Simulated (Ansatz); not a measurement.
The guess for BeAl₂ was made by a generator: ordered superstructure of omega (P6/mmm, No. 191) (sublattice all; occupants of the shared sites, in ratio, Be: 2, Al: 4). Its size is a rough estimate.

```cif
data_structure
_symmetry_space_group_name_H-M 'P6/mmm'
_symmetry_Int_Tables_number 191
_cell_length_a 4.2275
_cell_length_b 4.2275
_cell_length_c 5.1829
_cell_angle_alpha 90.000
_cell_angle_beta 90.000
_cell_angle_gamma 120.000
_cell_volume 80.22
loop_
_atom_site_label
_atom_site_type_symbol
_atom_site_symmetry_multiplicity
_atom_site_Wyckoff_symbol
_atom_site_fract_x
_atom_site_fract_y
_atom_site_fract_z
_atom_site_occupancy
Be1 Be 2 c 0.33333 0.66667 0.00000 1
Al1 Al 2 e 0.00000 0.00000 0.75000 1
Al2 Al 2 d 0.33333 0.66667 0.50000 1
```

The calculation used Ansatz 0.2.0, DFT PBE, scalar-relativistic, plane waves, PAW. Cutoff 420 eV, Gaussian smearing, Γ-centred meshes. Cell and atoms relax first on a coarse mesh and then on a finer one. In between, the cell is made exact in the group found at 0.06 Å. In metals the finer mesh still leaves noise of several meV/atom or more. The steps can't lower the symmetry of their start. No spin polarisation.

A guess keeps its type if space group and coordination stay and the shape of the cell changes little (axis ratios within about 15 %, angles within 6°); the volume may change.

**Question.** Does this structure survive the relaxation?

**Answer.** It keeps its type. The symmetry stays P6/mmm (No. 191). The volume per atom grows by 7.2 %, from 13.4 to 14.3 Å³. The shortest distance goes from 2.44 Å (Al–Al and Be–Be) to 2.49 Å (Al–Al and Be–Be). The ratio c/a of the conventional cell changes by a factor of 1.01. Counting neighbours within 15 % of an atom's shortest distance, the start has Al 11/14, Be 11 and the end Al 11/14, Be 11.

The zero of energy is the elements' standard structures at the same level; no fitted shifts are applied.

**Question.** At what energy does it end?

**Answer.** +0.34 eV/atom. The separate elements lie lower, so it is unstable against them.

The last run used a 12×12×8 mesh (in the run's order of axes) for its 6-atom cell and Gaussian smearing of 0.10 eV. Symmetry constrained the relaxation, so the result can be a saddle point.

In counts of neighbours, a slash parts the counts of unlike sites.
